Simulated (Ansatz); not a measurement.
Q: LaB2 (MoSi2 or CaC2 type, space group No. 139) is relaxed with r²SCAN (plane waves, PAW; program Ansatz). What lattice parameters of the conventional cell result?

A: a = 4.071 Å, c = 7.008 Å.

Q: Give the free coordinates with the occupied sites.

A: In one choice of origin and axes:

```
atom  site  symmetry       x       y       z
----  ----  --------  ------  ------  ------
La      2a     4/mmm  0.0000  0.0000  0.0000
B       4e       4mm  0.0000  0.0000  0.3909
```

Q: Is it a metal or does it have a gap at this level?

A: No gap at this level.

Space group I4/mmm (MoSi2 or CaC2 type). The start of the workflow was typed in or built on a structure type; neither database checked (COD, Materials Project) lists it. Whether it is the stable phase at ambient conditions was not checked. The r²SCAN relaxation kept the symmetry of its start; its stability against distortions is not shown here. Its formation energy is positive at this level, so the cell may be metastable or incomplete. Scalar-relativistic: spin–orbit coupling is off unless named, which matters more the heavier the elements.

Potentials: the earlier of the program's two PAW sets.
